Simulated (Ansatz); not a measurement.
ZnGa2Se4:
```yaml
crystal:
  lattice:
    - [-2.78290, 2.78290, 5.46801]
    - [2.78290, -2.78290, 5.46801]
    - [2.78290, 2.78290, -5.46801]
  atoms:
    - { symbol: Zn, position: [0.50000, 0.50000, 0.00000] }
    - { symbol: Ga, position: [0.25000, 0.75000, 0.50000] }
    - { symbol: Ga, position: [0.00000, 0.00000, 0.00000] }
    - { symbol: Se, position: [0.63159, 0.12485, 0.02096] }
    - { symbol: Se, position: [0.87515, 0.89611, 0.50674] }
    - { symbol: Se, position: [0.10389, 0.61063, 0.97904] }
    - { symbol: Se, position: [0.38937, 0.36841, 0.49326] }
```

Relaxed with r²SCAN.

### Question
Which orbitals make up the states near the band edges in plane-wave PAW r²SCAN (Ansatz code)?

### Answer
Top 1 eV of the valence band: Se 4p 91 %. Bottom 1 eV of the conduction band: Se 4p 35 %, Ga 4s 33 %, Se 4s 9 %, Ga 4p 9 %, Zn 4s 7 %, outside the projected shells 7 %. Projections are on Löwdin-orthogonalised atomic valence shells; empty p or d shells of many metals are not among them.

### Question
Tabulate the density of states.

### Answer
States/eV per cell of 7 atoms, in 0.25 eV bins, energy from the valence-band maximum.

```
E (eV)  total  Se 4p  Zn 3d  Ga 4p
------  -----  -----  -----  -----
-7.85    0.00   0.00   0.00   0.00
-7.60    0.00   0.00   0.00   0.00
-7.35    0.00   0.00   0.00   0.00
-7.10    0.00   0.00   0.00   0.00
-6.85    0.79   0.27   0.25   0.00
-6.60   13.88   2.48   9.30   0.12
-6.35   25.33   0.84  24.13   0.13
-6.10    5.51   1.31   2.69   0.15
-5.85    2.93   0.95   0.93   0.09
-5.60    1.71   0.73   0.28   0.11
-5.35    4.06   1.78   0.55   0.16
-5.10    1.74   0.74   0.23   0.08
-4.85    0.98   0.55   0.04   0.11
-4.60    1.26   0.74   0.03   0.13
-4.35    1.55   0.93   0.04   0.15
-4.10    2.26   1.40   0.04   0.21
-3.85    1.61   1.06   0.02   0.19
-3.60    3.15   2.20   0.06   0.63
-3.35    4.29   2.99   0.08   0.92
-3.10    5.17   3.69   0.09   1.03
-2.85    4.66   3.39   0.07   0.89
-2.60    5.82   4.43   0.08   0.94
-2.35    4.74   3.70   0.06   0.71
-2.10    4.13   3.32   0.07   0.52
-1.85    7.40   6.22   0.12   0.70
-1.60    5.83   4.95   0.10   0.50
-1.35    5.93   5.14   0.12   0.35
-1.10    4.52   3.97   0.08   0.21
-0.85    4.47   3.95   0.06   0.23
-0.60    5.03   4.56   0.06   0.19
-0.35    5.85   5.39   0.08   0.15
-0.10    1.42   1.32   0.02   0.03
0.15     0.00   0.00   0.00   0.00
0.40     0.00   0.00   0.00   0.00
0.65     0.00   0.00   0.00   0.00
0.90     0.00   0.00   0.00   0.00
1.15     0.00   0.00   0.00   0.00
1.40     0.00   0.00   0.00   0.00
1.65     0.00   0.00   0.00   0.00
1.90     0.00   0.00   0.00   0.00
2.15     0.01   0.00   0.00   0.00
2.40     0.08   0.03   0.00   0.00
2.65     0.41   0.13   0.00   0.04
2.90     1.97   0.70   0.00   0.18
3.15     4.43   1.72   0.01   0.42
3.40     5.59   2.10   0.01   0.81
3.65     3.16   1.01   0.00   0.74
3.90     3.09   0.82   0.00   0.90
4.15     3.42   0.67   0.00   1.13
4.40     3.60   0.73   0.00   1.23
4.65     2.87   0.59   0.00   1.06
4.90     3.07   0.67   0.00   1.10
5.15     3.23   0.66   0.00   1.40
5.40     3.60   0.74   0.00   1.68
5.65     4.45   1.00   0.00   1.85
5.90     5.58   1.11   0.00   2.19
6.15     3.45   0.60   0.00   1.34
6.40     4.62   0.75   0.00   1.81
6.65     5.80   0.95   0.00   2.16
6.90     4.55   0.67   0.00   1.53
```

Space group I-4. The workflow started from a Materials Project entry (that database holds measured and hypothetical structures alike); the Crystallography Open Database copy checked does not list it. Its standing as an ambient phase is unchecked. Symmetry was held in the r²SCAN relaxation; whether a distortion lowers the energy is not shown. Spin–orbit coupling is left out wherever it is not named.

Potentials: the later of the program's two PAW sets.
